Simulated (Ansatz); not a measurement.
Zn₃GaNO₃:
```xyz
8
Lattice="3.2598 0.0000 0.0000 -1.6299 2.8231 0.0000 0.0000 0.0000 10.3459" Properties=species:S:1:pos:R:3 pbc="T T T"
Ga     0.0000     1.8821     0.1285
N      0.0000     1.8821     1.9443
Zn     1.6299     0.9410     2.5425
O      1.6299     0.9410     4.6148
Zn     0.0000     1.8821     5.0815
O      0.0000     1.8821     7.1596
Zn     1.6299     0.9410     7.6105
O      1.6299     0.9410     9.7126
```

Relaxed with r²SCAN. Special points in fractions of this cell's reciprocal vectors: Γ (0.000, 0.000, 0.000); M (0.500, 0.000, 0.000); K (0.333, 0.333, 0.000); A (0.000, 0.000, 0.500); L (0.500, 0.000, 0.500); H (0.333, 0.333, 0.500).

Task: List the band energies nearest the Fermi level at these points for plane-wave PAW r²SCAN (Ansatz code).

Result: In eV from the Fermi level; about four levels below and three above (degenerate sets whole), none deeper than 8.9 eV; points with the same levels are listed once.

| k | below | above |
|---|---|---|
| Γ | -2.10 -1.89 -1.89 -1.12 | 0.09 0.09 1.40 |
| M | -3.28 -3.11 -2.67 -1.33 | 2.34 3.85 4.40 |
| K | -3.60 -3.05 -2.79 -2.74 | 4.24 4.24 5.61 |
| A | -2.50 -2.50 -1.89 -1.89 -0.31 | 0.09 0.09 0.71 |
| L | -3.26 -3.06 -2.61 -1.34 | 2.29 3.74 4.57 |
| H | -3.48 -3.08 -2.95 -2.86 | 4.21 4.25 5.68 |

Space group P3m1. The start of the workflow was typed in or built on a structure type; neither database checked (COD, Materials Project) lists it. Whether it is the stable phase at ambient conditions was not checked. The r²SCAN relaxation kept the symmetry of its start; its stability against distortions is not shown here. Spin–orbit coupling is left out wherever it is not named.

Potentials: the earlier of the program's two PAW sets.
